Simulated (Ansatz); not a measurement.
A geometry of Be away from equilibrium: step 3 of the relaxation of a relaxed Be cell, doubled along one cell vector, shaken by Gaussian noise of σ = 0.08 Å a coordinate. These are PBEsol (plane waves to 420 eV, PAW, scalar-relativistic; Ansatz, a first-principles code) values and carry that method's errors. Γ-centred k-mesh 9×17×13 on the run's cell (coarser than for final values), Fermi–Dirac smearing 0.05 eV. The plane waves were selected for a different cell earlier on the path.

```yaml
crystal:
  lattice:
    - [4.08780, -0.12515, 0.04618]
    - [-1.07614, 1.84570, -0.00847]
    - [0.02609, 0.00402, 2.34993]
  atoms:
    - { symbol: Be, position: [0.01381, 0.01828, 0.60667] }
    - { symbol: Be, position: [0.50162, 0.99821, 0.29344] }
```

### Question
Give the Cartesian forces on all atoms (eV/Å).

### Answer
| atom | Fx | Fy | Fz |
|---|---|---|---|
| Be1 | -0.30 | -0.27 | 1.05 |
| Be2 | 0.30 | 0.27 | -1.05 |

The path ends in Fm-3m (No. 225) (fcc (Cu type)). No spin polarisation in the result.

The run could not lose the symmetry of its start: the end is stationary, and may be a saddle point rather than a minimum.

The end of the path is a generated cell of Be: the first start was made by a random draw of sites in a space group, and the end was not matched to a known phase here, so it may be hypothetical. Known forms of Be include space group No. 194.
